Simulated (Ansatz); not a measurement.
GaP:
```xyz
2
Lattice="0.0000 2.7257 2.7257 2.7257 0.0000 2.7257 2.7257 2.7257 0.0000" Properties=species:S:1:pos:R:3 pbc="T T T"
P      4.0885     4.0885     4.0885
Ga     0.0000     0.0000     0.0000
```

Relaxed with r²SCAN.

### Question
Give the Bader charges and basin volumes of the independent atoms, plane-wave PAW r²SCAN (Ansatz code).

### Answer


| atom | Bader charge (e) | Bader volume (Å³) |
|---|---|---|
| P1 | -0.91 | 25.7 |
| Ga2 | +0.91 | 14.8 |

Space group F-43m (zinc blende). Symmetry was held in the r²SCAN relaxation. Spin–orbit coupling is left out wherever it is not named.

Potentials: the later of the program's two PAW sets.
